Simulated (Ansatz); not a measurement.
Input:

Mo2P2O11:
```
CELL_PARAMETERS angstrom
      7.53977     0.00000     0.00000
      0.00000     6.34844     0.00000
     -2.34769     0.00000     8.72663
ATOMIC_POSITIONS crystal
  Mo 0.82561 0.75000 0.14952
  Mo 0.17439 0.25000 0.85048
  Mo 0.60357 0.75000 0.71404
  Mo 0.39643 0.25000 0.28596
  P  0.93421 0.25000 0.11777
  P  0.06579 0.75000 0.88223
  P  0.49129 0.75000 0.33171
  P  0.50871 0.25000 0.66829
  O  0.96966 0.75000 0.32240
  O  0.03034 0.25000 0.67760
  O  0.81073 0.05451 0.11721
  O  0.18927 0.94549 0.88279
  O  0.18927 0.55451 0.88279
  O  0.81073 0.44549 0.11721
  O  0.89975 0.75000 0.74921
  O  0.10025 0.25000 0.25079
  O  0.98127 0.25000 0.96066
  O  0.01873 0.75000 0.03934
  O  0.60027 0.75000 0.20462
  O  0.39973 0.25000 0.79538
  O  0.62661 0.25000 0.34492
  O  0.37339 0.75000 0.65508
  O  0.62775 0.75000 0.48623
  O  0.37225 0.25000 0.51377
  O  0.63471 0.05782 0.69888
  O  0.36529 0.94218 0.30112
  O  0.36529 0.55782 0.30112
  O  0.63471 0.44218 0.69888
  O  0.64504 0.75000 0.91342
  O  0.35496 0.25000 0.08658
```

This is the r²SCAN-relaxed structure. Tensor components refer to the Cartesian frame of this cell.

**Question.** All from r²SCAN in the plane-wave PAW code Ansatz, unless another level is named. Predict the formation energy from the elements (no fitted shifts).

**Answer.** -2.15 eV/atom.

**Question.** Predict the valence-band maximum.

**Answer.** off the standard path, at k = (0.292, 0.000, 0.302).

**Question.** And the conduction-band minimum?

**Answer.** on the D–B line, 60 % of the way from D (k = 0.000, 0.198, -0.500) (2 equivalent valleys).

Space group P2_1/m. The workflow started from a Materials Project entry (that database holds measured and hypothetical structures alike); the Crystallography Open Database copy checked does not list it. COD files the formula under space group No. 62, so this cell is another polymorph or a model. Its standing as an ambient phase is unchecked. Symmetry was held in the r²SCAN relaxation; whether a distortion lowers the energy is not shown. No spin polarisation was allowed. No Hubbard U is applied. The references are the lowest solids computed at this level, not always the standard phases (solids in place of the gases). Spin–orbit coupling is left out wherever it is not named.

Potentials: the later of the program's two PAW sets.
